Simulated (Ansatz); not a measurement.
Input and output of a relaxation of cell and atoms on Ga₄P₃N, ordered on the zincblende lattice (R3m) with 8 atoms a cell (Ansatz, PBE). It starts from a guessed cell.

```yaml
crystal:
  lattice:
    - [1.7527527979, 1.0119522997, 11.4489333333]
    - [-1.7527527979, 1.0119522997, 11.4489333333]
    - [0.0, -2.0239045993, 11.4489333333]
  atoms:
    - { symbol: "N", position: [0.0, 0.0, 0.0] }
    - { symbol: P, position: [0.75, 0.75, 0.75] }
    - { symbol: P, position: [0.5, 0.5, 0.5] }
    - { symbol: P, position: [0.25, 0.25, 0.25] }
    - { symbol: Ga, position: [0.6875, 0.6875, 0.6875] }
    - { symbol: Ga, position: [0.4375, 0.4375, 0.4375] }
    - { symbol: Ga, position: [0.1875, 0.1875, 0.1875] }
    - { symbol: Ga, position: [0.9375, 0.9375, 0.9375] }
kpoints:
  mp_grid: { grid: [8, 8, 8] }
hamiltonian:
  xc: pbe
scf:
  occupations: { method: fermi_dirac, width: 0.02 }
relax:
  f_tol: 0.005
  cell: {}
```

The output follows, shortened, with numbered blanks.
```
Pseudopotential: N, paw, valence charge 5, recommended cutoff 420 eV (normal)
Pseudopotential: P, paw, valence charge 5, recommended cutoff 420 eV (normal)
Pseudopotential: Ga, paw, valence charge 13, recommended cutoff 420 eV (normal)
Functional definition: PBE
Crystal: 8 atoms, lattice volume = 121.842 Å³
[1]
Bands: 44, of which v1, the nominal top of the filled ones, is band 36 counted from 1 (35 counted from 0)
Symmetry: 6 space group operations
Space group: R3m (ITA 160)
k-points: 65 of 512 (time reversal used)
relax step 1: F+E_penalty+E_count = -17782.11015376 eV  max|allowed force component| = 4.109e0 eV/Å  Δτ_max = 0.0000 Å  P = +29.756 GPa  Ω = 121.842 Å³
--- Relaxed structure (8 steps of the walk, 8 accepted, 2 SCFs on fresh bases) ---
[2]
```

**Question.** What stood in the gaps? They hold the relaxed structure, cutoff and plane waves at Γ.

**Answer.**
```
[1]
Basis set: ecut = 420 eV, 2367 PW (Γ), FFT grids on a1−a3, a2−a3, a3
[2]
  F+E_penalty+E_count = -17785.18976939 eV   max|allowed force component| = 1.553e-3 eV/Å
  cell:  # Å, volume = 148.4991 Å³
    - [1.873207, 1.081496, 12.216921]
    - [-1.873207, 1.081496, 12.216921]
    - [0.000000, -2.162993, 12.216921]
  atoms:
    - { symbol: N, position: [-0.000833, -0.000833, -0.000833] }
    - { symbol: P, position: [0.745294, 0.745294, 0.745294] }
    - { symbol: P, position: [0.499872, 0.499872, 0.499872] }
    - { symbol: P, position: [0.254595, 0.254595, 0.254595] }
    - { symbol: Ga, position: [0.680389, 0.680389, 0.680389] }
    - { symbol: Ga, position: [0.435248, 0.435248, 0.435248] }
    - { symbol: Ga, position: [0.190122, 0.190122, 0.190122] }
    - { symbol: Ga, position: [0.945313, 0.945313, 0.945313] }
```
Only the leading digits can be foreseen; the rest is this run's record.

Run as `ansatz run input.yaml --threads 4 --pin off --max-ram 6451MiB --backend cpu --events-out ev --progress --plain --runs-dir out`.

**Question.** What wall time did it need on 4 threads of Arm Neoverse V2, on a shared host, and what peak of host memory did it reach?

**Answer.** About 81 s, with a peak of 0.65 GiB.

All values are calculated for a non-magnetic cell, which may be hypothetical.
